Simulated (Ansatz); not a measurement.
LiH:
```
CELL_PARAMETERS angstrom
      0.00000     1.99040     1.99040
      1.99040     0.00000     1.99040
      1.99040     1.99040     0.00000
ATOMIC_POSITIONS crystal
  Li 0.00000 0.00000 0.00000
  H  0.50000 0.50000 0.50000
```

Cartesian axes are those of the cell as given.

Task: Give the high-frequency dielectric tensor and the Born effective charge tensors of the independent atoms from DFPT, the program Ansatz at the PBEsol level (PAW).

Result: 
ε∞:
```
4.69  0.00  0.00
0.00  4.69  0.00
0.00  0.00  4.69
```
Z* of atom 1 (Li), rows: field, columns: displacement, in e:
```
1.02  0.00  0.00
0.00  1.02  0.00
0.00  0.00  1.02
```
Z* of atom 2 (H), rows: field, columns: displacement, in e:
```
-1.02   0.00   0.00
 0.00  -1.02   0.00
 0.00   0.00  -1.02
```

Space group Fm-3m (rock salt). The PBEsol relaxation kept the symmetry of its start.

Potentials: the later of the program's two PAW sets.
